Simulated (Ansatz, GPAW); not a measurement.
## One calculation of HfB, 3 ways

```
Hf B
1.0
     3.26683    0.00000    0.00000
     1.63342    2.82916    0.00000
     1.63342    0.94305    2.66736
Hf B
1 1
Direct
  0.50000 0.50000 0.50000
  0.00000 0.00000 0.00000
```

Alike in all runs: task single point; functional LDA; k mesh 10 × 10 × 10; occupations gaussian, width 0.1 eV; no spin polarisation; no spin-orbit coupling. LDA stands for any of its common fits. Pressure is positive in compression and, in plane waves, holds the error of the finite cutoff, which Ansatz's Pulay term estimates and takes out.

```csv
program and potentials,plane-wave cutoff (eV),notes,band gap (eV),pressure (GPa)
"Ansatz, Ansatz PAW",420,"potentials made for PBE, which Ansatz adapts in part; 14.5 valence electrons an atom on average",?,?
"Ansatz, all-electron LAPW, scalar-relativistic",-,-,no gap,17.91
"GPAW, the program's PAW data sets (release 1.2.1) made for this functional",800,7.5 valence electrons an atom on average,no gap,19.72
```

Problem. Estimate from the other rows what the run with Ansatz, Ansatz PAW gave.

Solution. No band gap; pressure 17.86 GPa. Its pressure holds a Pulay term of +0.13 GPa. The other rows, which needn't bracket it: pressure 17.91 to 19.72.
